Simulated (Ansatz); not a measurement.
Al₂Au (fluorite type, space group Fm-3m)

```
CELL_PARAMETERS angstrom
      0.00000     2.97832     2.97832
      2.97832     0.00000     2.97832
      2.97832     2.97832     0.00000
ATOMIC_POSITIONS crystal
  Al 0.25000 0.25000 0.25000
  Al 0.75000 0.75000 0.75000
  Au 0.00000 0.00000 0.00000
```

All values below come from LDA (plane waves to 420 eV, PAW, scalar-relativistic; Ansatz, a quantum-chemistry and plane-wave program). DFPT wavenumbers on a 14×14×14 k mesh, in cm⁻¹ and rounded to 5; i marks imaginary ones, q is in fractions of the reciprocal vectors of the cell shown, and the three acoustic modes at Γ are left out. Al2Au was relaxed with its symmetry unable to fall. Spin-orbit coupling is left out, though Au is heavy.

Does any mode at Γ, L = (0.5, 0.0, 0.0), X = (0.5, 0.5, 0.0) come out imaginary?

No imaginary mode at these points (lowest 65 cm⁻¹ at L = (0.5, 0.0, 0.0)); other wave vectors were not tested.

List the wavenumbers at Γ, L = (0.5, 0.0, 0.0), X = (0.5, 0.5, 0.0), with degeneracies.


| q | wavenumbers (cm⁻¹) |
|---|---|
| Γ | 235 (×3), 265 (×3) |
| L = (0.5, 0.0, 0.0) | 65 (×2), 125, 255 (×2), 270 (×2), 280, 290 |
| X = (0.5, 0.5, 0.0) | 90 (×2), 125, 210, 215 (×2), 295, 305 (×2) |
